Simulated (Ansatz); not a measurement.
MoSi2 (MoSi2 type, space group I4/mmm)

```yaml
crystal:
  lattice:
    - [-3.20172, 3.20172, 7.81858]
    - [0.00000, 0.00000, 7.81858]
    - [0.00000, 3.20172, 0.00000]
  atoms:
    - { symbol: Mo, position: [0.00000, 0.00000, 0.00000] }
    - { symbol: Mo, position: [0.50000, 0.00000, 0.00000] }
    - { symbol: Si, position: [0.00000, 0.33530, 0.00000] }
    - { symbol: Si, position: [0.50000, 0.33530, 0.00000] }
    - { symbol: Si, position: [0.00000, 0.66470, 0.00000] }
    - { symbol: Si, position: [0.50000, 0.66470, 0.00000] }
```

A phonon eigenvector at M = (0.5, 0.5, 0.5) is frozen into this cell: atom i moves by Q times the vector below, so Q is the largest atomic displacement, in Å. The cell is held. It is one choice among 2 degenerate patterns. (q is in reciprocal vectors of the primitive cell; the cell shown is doubled to hold the pattern.)

| atom | x | y | z |
|---|---|---|---|
| Mo1 | 0.000 | -1.000 | 0.000 |
| Mo2 | 0.000 | 1.000 | 0.000 |
| Si3 | 0.000 | 0.517 | 0.000 |
| Si4 | 0.000 | -0.517 | 0.000 |
| Si5 | 0.000 | 0.517 | 0.000 |
| Si6 | 0.000 | -0.517 | 0.000 |

Calculation: r2SCAN (plane waves to 500 eV, PAW, scalar-relativistic; Ansatz, an electronic-structure program). k mesh 14×14×14 (Γ-centred), Fermi-Dirac smearing 0.05 eV. E stands for the smeared free energy. With partly filled bands, energies and forces of such displacements shift with the k mesh and the smearing. MoSi2 is run without spin polarisation. MoSi2 was relaxed with its symmetry unable to fall. The zero of ΔE is the undisplaced structure. The last digit holds for this mesh only.

| Q (Å) | ΔE (meV/cell) |
|---|---|
| -0.1000 | 147.2 |
| -0.0833 | 102.3 |
| -0.0667 | 65.5 |
| -0.0500 | 36.8 |
| -0.0333 | withheld |
| -0.0167 | 4.1 |
| 0.0000 | 0.0 |
| 0.0167 | 4.1 |
| 0.0333 | withheld |
| 0.0500 | 36.8 |
| 0.0667 | 65.5 |
| 0.0833 | 102.3 |
| 0.1000 | 147.2 |

**Question.** Fit an even polynomial form (powers 2, 4) to the given rows and predict ΔE at Q = -0.0333.

**Answer.** Least squares on the 11 given rows: ΔE = (14740)·Q² + (-1860)·Q⁴, in meV/cell with Q in Å; root-mean-square residual 0.05 meV/cell. At -0.0333 the fit gives 16.3 meV/cell; the calculation gives 16.4 meV/cell, so the interpolation is off by -0.1 (-0.6 %). The quadratic term alone would give 16.3 meV/cell.

(For displaced atoms, the force is minus the slope of the energy, and its curvature is a force constant, which sets phonon frequencies.)
